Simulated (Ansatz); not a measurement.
MoSe$_{2}$:
```
MoSe2
1.0
    3.27705     0.00000     0.00000
   -1.63853     2.83801     0.00000
    0.00000     0.00000    12.73283
Mo Se
2 4
Direct
  0.66667   0.33333   0.75000
  0.33333   0.66667   0.25000
  0.33333   0.66667   0.88147
  0.66667   0.33333   0.11853
  0.66667   0.33333   0.38147
  0.33333   0.66667   0.61853
```

Relaxed with PBE+D3(BJ). Special points in fractions of this cell's reciprocal vectors: Γ (0.000, 0.000, 0.000); M (0.500, 0.000, 0.000); K (0.333, 0.333, 0.000); A (0.000, 0.000, 0.500); L (0.500, 0.000, 0.500); H (0.333, 0.333, 0.500).

### Question
List the band energies nearest the valence-band maximum at these points for PBE+D3(BJ) in the plane-wave PAW code Ansatz.

### Answer
In eV from the valence-band maximum; about four levels below and three above (degenerate sets whole), none deeper than 8.9 eV; points with the same levels are listed once.

| k | below | above |
|---|---|---|
| Γ | -1.48 -1.48 -1.19 -0.69 0.00 | 2.47 2.47 2.55 2.55 |
| M | -1.24 -1.19 -1.12 -0.87 | 1.56 1.61 1.79 |
| K | -2.39 -2.39 -0.53 -0.29 | 1.17 1.17 1.51 |
| A | -1.51 -1.51 -1.51 -1.51 -0.16 -0.16 | 2.48 2.48 2.48 2.48 |
| L | -1.17 -1.17 -1.03 -1.03 | 1.58 1.58 2.00 2.00 |
| H | -2.63 -2.63 -0.43 -0.43 | 1.17 1.17 2.05 2.05 |

Space group P6_3/mmc. The PBE+D3(BJ) relaxation kept the symmetry of its start; phonons on a q-mesh show no instability. No spin polarisation was allowed. Scalar-relativistic: spin–orbit coupling is off unless named, which matters more the heavier the elements.

Potentials: the later of the program's two PAW sets.
